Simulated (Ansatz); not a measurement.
ZnCdSe$_{2}$:
```xyz
4
Lattice="4.0719 0.0000 0.0000 -2.0359 3.5264 0.0000 0.0000 0.0000 6.7549" Properties=species:S:1:pos:R:3 pbc="T T T"
Zn     0.0000     0.0000     0.0091
Cd     2.0359     1.1755     3.3288
Se     2.0359     1.1755     0.7381
Se     0.0000     0.0000     4.3541
```

x, y and z are the axes in which the lattice vectors are written.

Problem. Give the proper piezoelectric stress tensor with relaxed ions from LDA (plane waves, PAW; program Ansatz).

Solution. In C/m², rows x, y, z, Voigt columns; mesh uncertainty up to 0.01.
```
 0.00   0.00   0.00   0.00   0.08  -0.18
-0.18   0.18   0.00   0.08   0.00   0.00
 0.12   0.12  -0.11   0.00   0.00   0.00
```

The elastic tensor of the same run (GPa):

```
88.8  48.8  42.9   0.0   0.0   0.0
48.8  88.8  42.9   0.0   0.0   0.0
42.9  42.9   116   0.0   0.0   0.0
 0.0   0.0   0.0  18.1   0.0   0.0
 0.0   0.0   0.0   0.0  18.1   0.0
 0.0   0.0   0.0   0.0   0.0  20.0
```

Problem. Convert to strain constants d = e·S.

Solution. In pC/N:
```
 0.0   0.0   0.0   0.0   4.4  -8.8
-4.4   4.4   0.0   4.4   0.0   0.0
 1.5   1.5  -2.1   0.0   0.0   0.0
```

Space group P3m1. The workflow started from a Materials Project entry (that database holds measured and hypothetical structures alike); the Crystallography Open Database copy checked does not list it. Whether it is the stable phase at ambient conditions was not checked. The LDA relaxation kept the symmetry of its start; of distortions, only those at the zone centre were tested.

Potentials: the later of the program's two PAW sets.
